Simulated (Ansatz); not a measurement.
Values for one crystal, relaxed and computed with the program Ansatz at the PBEsol level (PAW); other levels are named.

| Item | Result |
|---|---|
| Volume per atom | 30.94 Å³ |
| Electronic character | metallic (no gap) |
| Bulk modulus (Birch–Murnaghan fit) | 42.0 GPa |
| Pressure derivative B′ | 3.2 |
| Gap with spin–orbit coupling | none (metallic) |
| Zone-centre stability | no imaginary mode at Γ |
| Highest zone-centre frequency | 135 cm^-1 |

Q: Which compound is it?
A) Zr, P6/mmm (Zr on 1a, Zr on 2d)
B) Ca, bcc (W type)
C) Y, 9R (Sm type)
D) Re, 9R (Sm type)

A: C, Y, 9R (Sm type)

Space group R-3m (9R (Sm type)). The workflow started from a Materials Project entry (that database holds measured and hypothetical structures alike); the Crystallography Open Database copy checked does not list it. It is not the phase usual at ambient conditions (space group No. 194). The cell was relaxed with PBEsol under the symmetry of its start. The workflow began spin-polarised and lost its moments. As this level gives no gap, phonon frequencies hold no LO–TO term and depend on the k-mesh and smearing (Fermi–Dirac, 0.1 eV here). Spin–orbit coupling is left out wherever it is not named.

Potentials: the later of the program's two PAW sets.
